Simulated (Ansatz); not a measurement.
Input file of a DFT run on Ta with Ansatz:

```yaml
crystal:
  lattice:
    - [-1.659324371, 1.659324371, 1.659324371]
    - [1.659324371, -1.659324371, 1.659324371]
    - [1.659324371, 1.659324371, -1.659324371]
  atoms:
    - { symbol: Ta, position: [0.0, 0.0, 0.0] }
basis:
  ecutwfc: 420
  ecutrho_ratio: 4
kpoints:
  mp_grid: { grid: [18, 18, 18] }
  band_path:
    path:
      - [[0.0, 0.0, 0.0], [0.5, -0.5, 0.5], [0.0, 0.0, 0.5], [0.0, 0.0, 0.0], [0.25, 0.25, 0.25], [0.5, -0.5, 0.5]]
      - [[0.25, 0.25, 0.25], [0.0, 0.0, 0.5]]
    npoints: 10
hamiltonian:
  xc: pbe
scf:
  occupations: { method: gaussian, width: 0.05 }
  n_extra_bands: 21
output:
  forces: true
  stress: true
  eigenvalues: true
  populations: true
  dos: { projected: true, de: 0.02, nscf_kmesh: { grid: [27, 27, 27] } }
  bader: false
magnetization:
  noncollinear: true
  spin_orbit: true
checkpoint:
  read: start.run
```

The folder start.run holds the converged state of an earlier run on the same cell; the run starts from that state's density and uses only the symmetry operations that the state has.

**Question.** Before reading the output: what should come out?

**Answer.** Pressure 0.0 GPa, gap on the mesh zero (metallic) (PBE+SOC).

What the program printed, in part:

```
scf.n_extra_bands = 21 over 13 filled bands (N_el = 13.0): the run solves 34 bands
Pseudopotentials: kind: paw_fr
Pseudopotential: Ta, paw_fr, valence charge 13, recommended cutoff 420 eV (normal), Ta.paw.azcp#standard-fr
Crystal: 1 atoms, lattice volume = 18.275 Å³
Basis set: ecut = 420 eV, 369 PW (Γ), exchange–correlation on 40×40×40 points (8 copies of the dense FFT grid, shifted against one another)
Bands: 34, of which v1, the nominal top of the filled ones, is band 13 counted from 1 (12 counted from 0)
Symmetry: 48 space group operations + 48 with time reversal
Magnetic group: BNS 229.141 (UNI 1643), of the structure as read, at distance tolerance 2.6e-5 Å
k-points: 195 of 5832
Projection manifold: j_resolved (fully-relativistic pseudo-atomic orbitals)
Initial density: read from a saved state, or passed on in memory by an earlier SCF of this step, an earlier step, the calling program or the single point that the run made first
Initial wavefunctions: pseudopotential atomic-orbital guess
Functional: x = pbe(κ = 0.804, μ = 0.21951), c = pbe(β = 0.06672)
iter 1 solved again at ethr=1.03e-7 eV; its pass at ethr=3.10e-3 eV (dr2=1.34e-5 eV) is discarded
```

SCF trace (energy estimate counted from the last row):
```
iteration  ΔE (eV)  density residual (eV)  M (μB)
        1    0.000                7.52e-9  0.00e0
        2    0.000                2.67e-9  0.00e0
```

```
SCF 1 converged in 2 iterations: F = -9954.813521 eV  dr2 = 2.67e-9
NSCF: frozen V_eff on 62 k-points
NSCF: frozen V_eff on 560 k-points
SCF converged after 2 iterations
Magnetization: |M| = 0.0000 μB,  M = (+0.0000, +0.0000, +0.0000) μB
Absolute magnetization: 0.0000 μB (∫|m|)
  site 0: m = (+0.0000, +0.0000, +0.0000) μB, |m| = 0.0000 μB  (R = 1.19 Å)
Free energy (F): -9954.813521 eV
E sigma→0 (E₀):  -9954.812762 eV
Entropy (-TS):   -0.001518 eV (-1.518 meV/atom)
Fermi energy:    18.320765 eV
--- Per-component energies (eV) ---
  E_band       = -110.029333
  E_kinetic    = 365.399650
  E_local      = -555.909549  (includes V_loc(G=0)·N_el)
  E_nonlocal   = 11.456116
  E_hartree    = 192.589211
  E_xc         = -217.975372
  E_vxc        = -203.617298  (∫ρ·V_xc dr)
  E_paw        = -8416.060974  (= ΣΔE_a)
  E_vpaw       = -112.536377  (= ΣTr[D̂ρ^β])
  E_aug_tail   = 0.000130  (compensation charges beyond the density's cutoff)
  E_ewald      = -1334.311217
  E_smearing   = -0.001518  (= −TS)
--- Forces (eV/Å), atoms counted from 1 ---
  atom   1  Ta     0.00000000     0.00000000     0.00000000
--- Stress (GPa, compression-positive) ---
        0.006896       0.000000       0.000000
        0.000000       0.006896       0.000000
        0.000000       0.000000       0.006896
  P = ⅓ Tr σ = 0.0069 GPa (0.069 kbar)
--- Band table (eV; the first three rows and the last of 195) ---
  k-point 0: bands = ["-48.6337", "-48.6337", "-21.1760", "-21.1760", "-12.2185", "-12.2185", "-12.2185", "-12.2185", "10.5020", "10.5020", "18.9262", "18.9262", "18.9262", "18.9262", "19.3478", "19.3478", "22.3532", "22.3532", "22.3532", "22.3532", "32.8879", "32.8879", "32.9007", "32.9007", "32.9007", "32.9007", "43.9861", "43.9861", "43.9861", "43.9861", "44.0949", "44.0949", "46.8683", "46.8683"]
  k-point 1: bands = ["-48.6304", "-48.6304", "-21.1856", "-21.1856", "-12.2518", "-12.2518", "-12.2249", "-12.2249", "10.6371", "10.6371", "18.8729", "18.8729", "18.9656", "18.9656", "19.3797", "19.3797", "22.2054", "22.2054", "22.3543", "22.3543", "33.0189", "33.0189", "33.1307", "33.1307", "33.2574", "33.2574", "42.2544", "42.2544", "43.3001", "43.3001", "45.0721", "45.0721", "46.7246", "46.7246"]
  k-point 2: bands = ["-48.6210", "-48.6210", "-21.2132", "-21.2132", "-12.3465", "-12.3465", "-12.2433", "-12.2433", "11.0288", "11.0288", "18.6842", "18.6842", "18.9089", "18.9089", "19.6669", "19.6669", "21.8935", "21.8935", "22.3656", "22.3656", "33.3282", "33.3282", "33.8114", "33.8114", "34.1727", "34.1727", "40.4723", "40.4723", "41.8815", "41.8815", "45.1518", "45.1518", "46.5570", "46.5570"]
  k-point 194: bands = ["-48.4422", "-48.4422", "-21.6706", "-21.6706", "-13.1594", "-13.1594", "-13.1594", "-13.1594", "14.6184", "14.6184", "14.6184", "14.6184", "24.8871", "24.8871", "24.8871", "24.8871", "25.2304", "25.2304", "25.5044", "25.5044", "27.5009", "27.5009", "27.5009", "27.5009", "33.7840", "33.7840", "41.0878", "41.0878", "41.0878", "41.0878", "41.5039", "41.5039", "51.9830", "51.9830"]
--- Löwdin populations: 1 site ---
  site symbol       q [e]
     0     Ta     12.9051
```

Total energies depend on the potentials used, so only differences within one code and one set of settings carry meaning.
